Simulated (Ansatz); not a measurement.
TaTlO3: sound and stiffness along [100], [110] and [111]

These are results of DFT PBEsol, scalar-relativistic, plane waves, PAW (Ansatz), not measurements. Cutoff 420 eV, 10×10×10 k-points (Γ-centred), fixed occupations. No spin polarisation.

The cell is fixed (symmetry leaves no force on the atoms) and stands under -0.1 GPa:
```cif
data_structure
_symmetry_space_group_name_H-M 'Pm-3m'
_symmetry_Int_Tables_number 221
_cell_length_a 4.0341
_cell_length_b 4.0341
_cell_length_c 4.0341
_cell_angle_alpha 90.000
_cell_angle_beta 90.000
_cell_angle_gamma 90.000
_cell_volume 65.65
loop_
_atom_site_label
_atom_site_type_symbol
_atom_site_symmetry_multiplicity
_atom_site_Wyckoff_symbol
_atom_site_fract_x
_atom_site_fract_y
_atom_site_fract_z
_atom_site_occupancy
Tl1 Tl 1 a 0.00000 0.00000 0.00000 1
Ta1 Ta 1 b 0.50000 0.50000 0.50000 1
O1 O 3 c 0.50000 0.50000 0.00000 1
```

The cell is the ideal cubic perovskite prototype; whether it is the stable structure of this composition wasn't checked. Spin–orbit coupling is left out, which can shift energies with elements as heavy as these.

With ions relaxed, on the cubic axes: C11 = 403.7, C12 = 105.9, C44 = 90.2 GPa. The density is 10.960 g/cm³. Zone-centre modes weren't checked beside this run.

Question: Is the crystal stable against strain, and how anisotropic is it?

Answer: Born's conditions hold: C11 + 2C12 = 615.5, C11 − C12 = 297.8 and C44 = 90.2 GPa are all positive. B = (C11 + 2C12)/3 = 205.2 GPa. The two shear moduli are C44 and C′ = (C11 − C12)/2 = 148.9 GPa, so Zener's ratio is A = C44/C′ = 0.61: the shear C44 is the soft one, as in NaCl, KCl, the halide perovskites and the bcc metals V, Nb, Cr and Mo. The Cauchy pressure C12 − C44 is 15.8 GPa; it would vanish for pair forces between atoms on inversion centres at zero pressure, and a positive value is usual with metallic or many-body binding, and where atoms off inversion centres relax under shear, which lowers C44.

Question: Give the sound speeds along the three symmetry directions.

Answer: The Christoffel equation gives ρv² for each branch:
| direction | branch | ρv² | GPa | v (m/s) |
| --- | --- | --- | --- | --- |
| [100] | L | C11 | 403.7 | 6069 |
| [100] | T (×2) | C44 | 90.2 | 2868 |
| [110] | L | (C11 + C12 + 2C44)/2 | 345.0 | 5610 |
| [110] | T, u ∥ [001] | C44 | 90.2 | 2868 |
| [110] | T, u ∥ [1-10] | (C11 − C12)/2 | 148.9 | 3686 |
| [111] | L | (C11 + 2C12 + 4C44)/3 | 325.4 | 5449 |
| [111] | T (×2) | (C11 − C12 + C44)/3 | 129.3 | 3435 |

Question: How does Young's modulus depend on direction?

Answer: Inverting gives S11 = 2.780, S12 = -0.578, S44 = 11.089 TPa⁻¹. Along a unit vector (l, m, n), 1/E = S11 − 2(S11 − S12 − S44/2)(l²m² + m²n² + n²l²), where the last bracket is 0, 1/4 and 1/3 for [100], [110] and [111]: E = 360, 258 and 236 GPa. With A < 1 the cube edge is stiffest. For a film on (001), the biaxial modulus is C11 + C12 − 2C12²/C11 = 454 GPa and the normal strain is −2C12/C11 = -0.52 times the in-plane one.

Symmetry holds off the tilts and polar distortions that many cubic perovskites undergo.

Cost: 1 run of about 0.62 core-minutes, on Intel Xeon 6975P-C (Granite Rapids) (shared hosts).